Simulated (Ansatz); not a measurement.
Input file for Ansatz (a quantum-chemistry and plane-wave program):

Ansatz 0.2 input:
```yaml
crystal:
  lattice:
    - [2.3249954034, 4.5808988283, 0.0]
    - [-2.3249954034, 4.5808988283, 0.0]
    - [-1.5429127127, 0.0, 3.2543457317]
  atoms:
    - { symbol: C, position: [0.7827054103, 0.823641253, 0.4480409954] }
    - { symbol: C, position: [0.2172945897, 0.176358747, 0.5519590046] }
    - { symbol: C, position: [0.823641253, 0.7827054103, 0.0519590046] }
    - { symbol: C, position: [0.176358747, 0.2172945897, 0.9480409954] }
    - { symbol: C, position: [0.0903436749, 0.5718443946, 0.8767554037] }
    - { symbol: C, position: [0.9096563251, 0.4281556054, 0.1232445963] }
    - { symbol: C, position: [0.5718443946, 0.0903436749, 0.6232445963] }
    - { symbol: C, position: [0.4281556054, 0.9096563251, 0.3767554037] }
kpoints:
  mp_grid: { grid: [7, 7, 9] }
hamiltonian:
  xc: r2scan
  pseudopotentials: { azcp: { folder: ./paw }, kind: paw }
scf:
  occupations: { method: fixed }
checkpoint: { read: static.run }
output: { write_density: true, elf: true, volumetric_format: npy }
basis: { fft_grid_basis: typed }
```

Output (shortened):

```
Pseudopotentials: kind: paw
Pseudopotential: C, paw, valence charge 4
Functional definition: r2SCAN
Crystal: 8 atoms, lattice volume = 69.321 Å³
Basis set: ecut = 500 eV, 1781 PW (Γ), exchange–correlation on 160×160×108 points (64 copies of the dense FFT grid, shifted against one another)
Bands: 24, of which v1, the nominal top of the filled ones, is band 16 counted from 1 (15 counted from 0)
Symmetry: 4 space group operations
Space group: C2/c (ITA 15), of the structure as read, at distance tolerance 4.1e-5 Å
k-points: 128 of 441
PAW frozen core: C, regenerated for the run's functional
Initial density: read from a saved state, or passed on in memory by an earlier SCF of this step, an earlier step, the calling program or the single point that …
Stability of the state it starts from, as read at its close in the unpolarized treatment …
Initial wavefunctions: pseudopotential atomic-orbital guess
Eigensolver: davidson
Functional: x = r2scan, c = r2scan; τ floored in thin density (d = 2e-4 eV/Å³)
iter 1 solved again at ethr=2.77e-7 eV; its pass at ethr=3.10e-3 eV (dr2=8.85e-5 eV) is discarded
SCF iter   1: F=—  HF=-1999.829096 eV  |F-HF|=—  |Δ(HF+E_count)|=         —  Δρ=9.75e-7  dr2=6.64e-10  dr2_τ=6.38e-11  ethr=2.77e-7  ⟨swp⟩=3.0  Hψ=21516  notcnv=0  defer=768
all-band conjugate gradients solve this SCF's bands
preconditioner: auto → none
SCF iter   2: F=-1999.829096 eV  HF=-1999.829096 eV  |F-HF|=3.34e-10  |Δ(HF+E_count)|=   6.96e-8  Δρ=6.10e-7  dr2=4.86e-10  dr2_τ=7.34e-11  ethr=2.07e-12  ⟨swp⟩=12.6  Hψ=16941  notcnv=0
SCF 1 converged in 2 iterations: F = -1999.829096 eV  dr2 = 4.86e-10
SCF converged after 2 iterations
Free energy (F): -1999.829096 eV
Harris-Foulkes:  -1999.829096 eV  (|F-HF|=3.34e-10)
Internal energy: -1999.829096 eV  (E = F + TS)
E sigma→0 (E₀):  -1999.829096 eV
Fermi energy:    6.547581 eV
--- Per-component energies (eV) ---
  E_band       = -78.530852
  E_kinetic    = 692.503984
  E_local      = -1363.758195  (includes V_loc(G=0)·N_el)
  E_nonlocal   = 186.455624
  E_hartree    = 471.079798
  E_xc         = -366.773680
  E_vxc        = -504.905893  (∫ρ·V_xc dr)
  E_paw        = -809.510642  (= ΣΔE_a)
  E_vpaw       = -58.631712  (= ΣTr[D̂ρ^β])
  E_aug_tail   = 0.000016  (compensation charges beyond the density's cutoff)
  E_vtau       = 27.646489  (kinetic-family band-sum trace: ∫τ·v_τ [+ j·A + Jᵃ·Aᵃ] dr)
  E_ewald      = -809.627809
  E_core_change = -0.198191  (= ΣΔE_core)
  E_smearing   =  0.000000  (= −TS)
  E_closure    = 0.000000  (closes the sum)
  Σ components = -1999.829096   (vs F -1999.829096, Δ=0.00e0)
  [band-id]    e_kinetic+e_local+e_nonlocal+2·e_hartree+e_vxc+e_vpaw+e_augmentation_tail+e_vtau = -78.530093   (vs E_band -78.530852, Δ=7.59e-4)
--- Band table (eV; the first three rows and the last of 128) ---
  k-point 0: bands = ["-16.3064", "-10.6069", "-10.4693", "-5.8572", "-5.5795", "-4.8813", "-2.6894", "-2.6293", "-2.5183", "-1.0206", "0.9335", "3.1207", "3.2589", "3.8521", "4.6771", "6.5476", "9.5770", "9.8968", "11.3359", "12.6513", "13.1098", "15.6007", "15.7181", "16.3960"]
  k-point 1: bands = ["-16.1831", "-11.2446", "-9.7728", "-6.6510", "-6.5133", "-3.6120", "-2.9258", "-2.7115", "-1.3518", "-0.7577", "0.7787", "2.1235", "3.3441", "4.3285", "4.6323", "6.4311", "9.4821", "9.8011", "11.4179", "12.4939", "13.3111", "15.8108", "15.9182", "16.8310"]
  k-point 2: bands = ["-15.8180", "-11.9242", "-9.1267", "-7.7681", "-7.3789", "-3.1987", "-2.5403", "-1.8984", "-0.1530", "0.3829", "0.4264", "0.8078", "3.3462", "4.3648", "4.4463", "6.1762", "9.2020", "9.4116", "11.8699", "12.5878", "13.8911", "15.4970", "16.2980", "16.4985"]
  k-point 127: bands = ["-15.8868", "-12.5707", "-8.6241", "-7.1062", "-5.8320", "-4.1367", "-3.4769", "-2.5967", "-0.7847", "0.4342", "1.1252", "1.4063", "3.4673", "4.5641", "5.1331", "5.5990", "8.9334", "9.5440", "11.4637", "11.7793", "12.3162", "15.1658", "15.5297", "16.2101"]
  band table: 24 of 24 bands, residual norms ≤ 1.0e-3 eV
```

Cost: around 28 core-seconds (rough) on shared cores.

The start of the workflow was typed in or built on a structure type; neither database checked (COD, Materials Project) lists it. It is not the phase usual at ambient conditions (space group No. 194, 227). The cell was relaxed with r²SCAN under the symmetry of its start; its stability against distortions is not shown here. The volume moved by 103 % from the start of the relaxation.

Potentials: the earlier of the program's two PAW sets.

Ansatz is a plane-wave DFT program.
